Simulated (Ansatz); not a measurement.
N:
```yaml
crystal:
  lattice:
    - [5.77967, 0.00000, 0.00000]
    - [0.00000, 5.77967, 0.00000]
    - [0.00000, 0.00000, 5.77967]
  atoms:
    - { symbol: N, position: [0.05459, 0.05459, 0.05459] }
    - { symbol: N, position: [0.44541, 0.94541, 0.55459] }
    - { symbol: N, position: [0.55459, 0.44541, 0.94541] }
    - { symbol: N, position: [0.94541, 0.55459, 0.44541] }
    - { symbol: N, position: [0.94541, 0.94541, 0.94541] }
    - { symbol: N, position: [0.55459, 0.05459, 0.44541] }
    - { symbol: N, position: [0.44541, 0.55459, 0.05459] }
    - { symbol: N, position: [0.05459, 0.44541, 0.55459] }
```

Relaxed with r²SCAN. Special points in fractions of this cell's reciprocal vectors: Γ (0.000, 0.000, 0.000); X (0.000, 0.500, 0.000); M (0.500, 0.500, 0.000); R (0.500, 0.500, 0.500); X1 (0.500, 0.000, 0.000).

### Question
List the band energies nearest the valence-band maximum at these points for the program Ansatz at the r²SCAN level (PAW).

### Answer
In eV from the valence-band maximum; about four levels below and three above (degenerate sets whole), none deeper than 8.9 eV; points with the same levels are listed once.

```json
[
 {"k": "Γ", "below": "-0.73 -0.02 -0.02 -0.02", "above": "8.28 8.28 8.28"},
 {"k": "X", "below": "-0.26 -0.26 0.00 0.00", "above": "8.51 8.51 8.85 8.85"},
 {"k": "M", "below": "-0.13 -0.13 -0.13 -0.13", "above": "8.85 8.85 8.85 8.85"},
 {"k": "R", "below": "-0.18 -0.18 -0.18 -0.18", "above": "8.85 8.85 8.85 8.85"}
]
```

Space group Pa-3 (α-N2). Symmetry was held in the r²SCAN relaxation. The substance is a gas or liquid at ambient conditions; this is its low-temperature solid. A crystal of weakly bound molecules computed without a dispersion correction: the cell and the soft elastic constants depend strongly on that.

Potentials: the later of the program's two PAW sets.
